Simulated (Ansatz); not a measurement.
SnSe2:
```yaml
crystal:
  lattice:
    - [3.87208, 0.00000, 0.00000]
    - [-1.93604, 3.35332, 0.00000]
    - [0.00000, 0.00000, 7.00852]
  atoms:
    - { symbol: Sn, position: [0.00000, 0.00000, 0.00000] }
    - { symbol: Se, position: [0.66667, 0.33333, 0.77252] }
    - { symbol: Se, position: [0.33333, 0.66667, 0.22748] }
```

Relaxed with PBE. Special points in fractions of this cell's reciprocal vectors: Γ (0.000, 0.000, 0.000); M (0.500, 0.000, 0.000); K (0.333, 0.333, 0.000); A (0.000, 0.000, 0.500); L (0.500, 0.000, 0.500); H (0.333, 0.333, 0.500).

### Question
List the band energies nearest the valence-band maximum at these points for plane-wave PAW PBE (Ansatz code).

### Answer
In eV from the valence-band maximum; about four levels below and three above (degenerate sets whole), none deeper than 8.9 eV; points with the same levels are listed once.

```csv
k,below,above
Γ,-0.48 -0.48 -0.13 -0.13,1.09 3.08 4.58 4.58
M,-2.39 -2.19 -0.80 -0.29,0.91 3.89 5.55
K,-3.45 -3.45 -3.10 -1.01 -1.01,1.58 5.79 5.79
A,-0.50 -0.50 -0.09 -0.09,1.96 2.99 4.51 4.51
L,-2.15 -2.06 -0.64 -0.39,0.69 4.20 4.91
H,-3.60 -3.60 -3.20 -0.61 -0.61,1.97 4.79 4.79
```

Space group P-3m1 (CdI2 type). The cell was relaxed with PBE under the symmetry of its start. The volume lies over 15 % above that of the usual cell of this phase: another minimum, or an error of the functional. A crystal of weakly bound layers computed without a dispersion correction: the cell and the soft elastic constants depend strongly on that. Spin–orbit coupling is left out wherever it is not named.

Potentials: the earlier of the program's two PAW sets.
